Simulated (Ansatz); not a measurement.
AlCo (CsCl type)

```yaml
crystal:
  lattice:
    - [5.70415, 0.00000, 0.00000]
    - [0.00000, 2.85208, 0.00000]
    - [0.00000, 0.00000, 2.85208]
  atoms:
    - { symbol: Al, position: [0.00000, 0.00000, 0.00000] }
    - { symbol: Al, position: [0.50000, 0.00000, 0.00000] }
    - { symbol: Co, position: [0.25000, 0.50000, 0.50000] }
    - { symbol: Co, position: [0.75000, 0.50000, 0.50000] }
```

In this cell atom 3 (Co, nearest neighbour Al at 2.470 Å; its periodic images, 2.9 Å or more away, move with it) is moved by u·(0.707, 0.707, 0.000) + v·(0.000, 0.000, 1.000); the rest is frozen.

The numbers are results of PBE (plane waves to 420 eV, PAW, scalar-relativistic; Ansatz, a program for electronic structure), not measurements. k mesh 7×13×13 (Γ-centred), Fermi-Dirac smearing 0.05 eV. E stands for the smeared free energy. With partly filled bands, energies and forces of such displacements shift with the k mesh and the smearing. AlCo is run without spin polarisation. AlCo was relaxed with its symmetry unable to fall. The last digit holds for this mesh only.

Changes of ΔE (meV/cell) from the point u = 0.000 Å, v = 0.000 Å when one coordinate moves alone (two changes are said to add if the coupling is within 5 % of the smaller one, nearly so within 20 %):

```
point                      change
-------------------------  ------
u = 0.000 Å, v = -0.370 Å   549.7
u = 0.000 Å, v = -0.185 Å   138.5
u = -0.370 Å, v = 0.000 Å   687.2
u = -0.185 Å, v = 0.000 Å   162.5
u = 0.185 Å, v = 0.000 Å    162.5
u = 0.370 Å, v = 0.000 Å    687.2
u = 0.000 Å, v = 0.185 Å    138.5
u = 0.000 Å, v = 0.370 Å    549.7
```

Task: What is the change at u = 0.185 Å, v = 0.370 Å, where both move, and how far is it from the sum?

Result: The sum of the single changes is 162.5 + (549.7) = 712.2; the calculation gives 765.2, so the coupling contributes 53.0 (over 20 % of the smaller single change, not additive).

Task: Do the two effects add at u = -0.370 Å, v = 0.370 Å? Give the computed change.

Result: The sum of the single changes is 687.2 + (549.7) = 1236.9; the calculation gives 1471.3, so the coupling contributes 234.4 (over 20 % of the smaller single change, not additive).

Task: Do the two effects add at u = -0.370 Å, v = 0.185 Å? Give the computed change.

Result: The sum of the single changes is 687.2 + (138.5) = 825.7; the calculation gives 885.2, so the coupling contributes 59.5 (over 20 % of the smaller single change, not additive).

(For displaced atoms, the force is minus the slope of the energy, and its curvature is a force constant, which sets phonon frequencies.)
